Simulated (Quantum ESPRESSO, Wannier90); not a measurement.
**Au (fcc (Cu type)): Wannier90 run**

Structure: Materials Project mp-81, symmetrised, not relaxed again. This is the element's usual structure. Level: PBEsol, spinors with spin-orbit coupling; pw.x of Quantum ESPRESSO at 61 Ry with PseudoDojo potentials, 10×10×10 k-points, Wannier90. Density: 18×18×18 mesh, cold smearing 0.01 Ry.

```
begin unit_cell_cart
ang
    0.0000000000    2.0856450000    2.0856450000
    2.0856450000    0.0000000000    2.0856450000
    2.0856450000    2.0856450000    0.0000000000
end unit_cell_cart
mp_grid = 10 10 10
```

Q: Which shells of neighbouring k-points and which b-vectors and weights does Wannier90 pick for this cell and mesh?

A: 
```
 *---------------------------------- K-MESH ----------------------------------*
 +----------------------------------------------------------------------------+
 |                    Distance to Nearest-Neighbour Shells                    |
 |                    ------------------------------------                    |
 |          Shell             Distance (Ang^-1)          Multiplicity         |
 |          -----             -----------------          ------------         |
 |             1                   0.260898                      8            |
 |             2                   0.301259                      6            |
 |             3                   0.426044                     12            |
 |             4                   0.499581                     24            |
 |             5                   0.521795                      8            |
 |             6                   0.602517                      6            |
 |             7                   0.656578                     24            |
 |             8                   0.673635                     24            |
       ... (lines left out)
 +----------------------------------------------------------------------------+
 | The b-vectors are chosen automatically                                     |
 | The following shells are used:                       1                     |
 +----------------------------------------------------------------------------+
 |                        Shell   # Nearest-Neighbours                        |
 |                        -----   --------------------                        |
 |                          1               8                                 |
 +----------------------------------------------------------------------------+
 | Completeness relation is fully satisfied [Eq. (B1), PRB 56, 12847 (1997)]  |
 +----------------------------------------------------------------------------+
 |                  b_k Vectors (Ang^-1) and Weights (Ang^2)                  |
 |                  ----------------------------------------                  |
 |            No.         b_k(x)      b_k(y)      b_k(z)        w_b           |
 |            ---        --------------------------------     --------        |
 |             1         0.150629    0.150629   -0.150629     5.509232        |
 |             2         0.150629   -0.150629    0.150629     5.509232        |
 |             3        -0.150629    0.150629    0.150629     5.509232        |
 |             4         0.150629    0.150629    0.150629     5.509232        |
 |             5        -0.150629   -0.150629    0.150629     5.509232        |
 |             6        -0.150629    0.150629   -0.150629     5.509232        |
 |             7         0.150629   -0.150629   -0.150629     5.509232        |
 |             8        -0.150629   -0.150629   -0.150629     5.509232        |
```
